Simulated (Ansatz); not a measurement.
Consider the following.

MoS₂:
```cif
data_MoS2
_chemical_formula_sum 'Mo1 S2'
_space_group_name_H-M_alt 'P 1'
_space_group_IT_number 1
_cell_length_a 6.25707
_cell_length_b 6.25707
_cell_length_c 6.25707
_cell_angle_alpha 28.934
_cell_angle_beta 28.934
_cell_angle_gamma 28.934
loop_
_space_group_symop_operation_xyz
  'x, y, z'
loop_
_atom_site_label
_atom_site_type_symbol
_atom_site_fract_x
_atom_site_fract_y
_atom_site_fract_z
_atom_site_occupancy
Mo1 Mo 0.99976 0.99976 0.99976 1
S1 S 0.41948 0.41948 0.41948 1
S2 S 0.24678 0.24678 0.24678 1
```

This is the LDA-relaxed structure.

Problem. All from the program Ansatz at the LDA level (PAW), unless another level is named. Estimate the smallest direct gap on the standard path.

Solution. 1.84 eV.

Problem. What about the electron effective mass?

Solution. 0.46, 0.58, 0.73 mₑ (principal values).

Problem. What about the hole effective mass?

Solution. 0.62, 0.62, 0.93 mₑ (principal values).

Problem. Give the formation energy from the elements (no fitted shifts).

Solution. -1.01 eV/atom.

Problem. Give the valence-band maximum.

Solution. at T.

Space group R3m. The LDA relaxation kept the symmetry of its start. No spin polarisation was allowed. A crystal of weakly bound layers computed without a dispersion correction: the cell and the soft elastic constants depend strongly on that. The references are the lowest solids computed at this level, not always the standard phases. Spin–orbit coupling is left out wherever it is not named.

Potentials: the earlier of the program's two PAW sets. The files were generated under PBE; for other functionals the program regenerates the frozen cores, and for LDA and PBEsol the local potential too.
